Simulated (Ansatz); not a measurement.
CuF built on the wurtzite prototype, relaxed with r2SCAN, was run in Ansatz under altered settings. All numbers are computed, without spin polarisation but where a row says otherwise.

```
Cu F
1.0
     2.78978    0.00000    0.00000
    -1.39489    2.41602    0.00000
     0.00000    0.00000    6.72112
Cu F
2 2
Direct
  0.33333 0.66667 0.04599
  0.66667 0.33333 0.54599
  0.33333 0.66667 0.32901
  0.66667 0.33333 0.82901
```

The base run's other keys:
```yaml
kpoints:
  mp_grid: { grid: [6, 6, 2] }
hamiltonian:
  xc: hse06
scf:
  occupations: { method: fermi_dirac, width: 0.02 }
  n_extra_bands: 5
```

It takes 26 iterations with 899 plane waves at 420 eV and 14 k points, and leaves a mean stress of +3.68 GPa. The gap over this mesh is 1.643 eV.

Outcomes, with energy and stress as changes against the base:
```csv
setting,outcome,ΔF (meV/atom),Δ mean stress (GPa),gap on the mesh (eV),iterations
scf.exx.singularity: regularized,converged,-0.1,0.0,1.643,25
"PBE hybrid, exx coeff 0.2, omega 0.2078 1/Å",converged,–,+0.3,1.307,24
"kpoints.mp_grid.grid: [4, 4, 4]",converged,+0.6,0.0,1.656,30
```
A dash marks a value that wasn't obtained or can't be compared. Stress is positive in compression. The base's mesh is coarse for a hybrid, so its own values aren't converged.

- PBE hybrid, exx coeff 0.2, omega 0.2078 1/Å. That is 20 % exact exchange, screened with ω = 0.2078 1/Å, against HSE06's 25 % screened at 0.208 1/Å. The mean stress moves by +0.3 GPa (single components by up to 1.3) and the gap on the mesh by -0.337 eV (to 1.307). Totals of different functionals aren't comparable.
- kpoints.mp_grid.grid: [4, 4, 4]. The free energy moves by +0.6 meV an atom, the mean stress by 0.0 GPa and the gap on the mesh by +0.013 eV (to 1.656). The mesh is too coarse.

Within 1 meV an atom, 0.1 GPa and 0.005 eV of the base stay: scf.exx.singularity: regularized.

The program warns that its thresholds are loose for a hybrid's stress.

The meshes of the hybrids are coarse, so their gaps aren't converged to the digits shown.
